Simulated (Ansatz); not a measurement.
VPt₃:
Space group R-3m, hexagonal axes (No. 166); a = 2.746 Å, b = 2.746 Å, c = 27.091 Å, α = 90.00°, β = 90.00°, γ = 120.00°

| atom | site | symmetry | x | y | z |
|---|---|---|---|---|---|
| V | 3a | -3m | 0.0000 | 0.0000 | 0.0000 |
| Pt | 6c | 3m | 0.0000 | 0.0000 | 0.2562 |
| Pt | 3b | -3m | 0.0000 | 0.0000 | 0.5000 |
(The calculation used a cell of 4 atoms; values per cell refer to that cell.)

This is the r²SCAN-relaxed structure.

Question: All from plane-wave PAW r²SCAN (Ansatz code), unless another level is named. Estimate the density of states at the Fermi level.

Answer: 0.81 states/eV per atom (mean over ±0.08 eV).

Question: Next, the formation energy from the elements (no fitted shifts)?

Answer: -0.35 eV/atom.

The first step of the workflow began from a Materials Project structure, measured or hypothetical; the Crystallography Open Database copy checked does not list it. COD files the formula under space group No. 139, 221. Its standing as an ambient phase is unchecked. Symmetry was held in the r²SCAN relaxation; its stability against distortions is not shown here. The run is not spin-polarised. Axis ratios of metals converge slowly with the k-mesh, so a and c are less sure than the volume. The references are the lowest solids computed at this level, not always the standard phases. Scalar-relativistic: spin–orbit coupling is off unless named, which matters more the heavier the elements.

Potentials: the later of the program's two PAW sets.
